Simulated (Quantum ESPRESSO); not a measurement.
Space group P3m1 (No. 156); a = b = 4.384 Å, c = 5.037 Å, α = β = 90.00°, γ = 120.00°

```json
[
 {"atom": "H", "site": "1a", "symmetry": "3m.", "x": "0.0000", "y": "0.0000", "z": "0.9429"},
 {"atom": "Ga", "site": "1a", "symmetry": "3m.", "x": "0.0000", "y": "0.0000", "z": "0.5991"},
 {"atom": "Sr", "site": "1b", "symmetry": "3m.", "x": "0.3333", "y": "0.6667", "z": "0.9980"},
 {"atom": "Sn", "site": "1c", "symmetry": "3m.", "x": "0.6667", "y": "0.3333", "z": "0.4493"}
]
```

The PBEsol cell relaxed from Materials Project entry mp-978852 was given a biaxial strain of -1 % along x and y, z relaxed, and the atoms were relaxed again.

Problem. What does norm-conserving PBEsol (Quantum ESPRESSO, 80 Ry, scalar-relativistic) give for the electronic structure near the Fermi level?

Solution. The PBEsol gap is indirect, 0.40 eV, from A to K; the smallest direct gap is 0.72 eV. Spin-orbit splittings are left out.
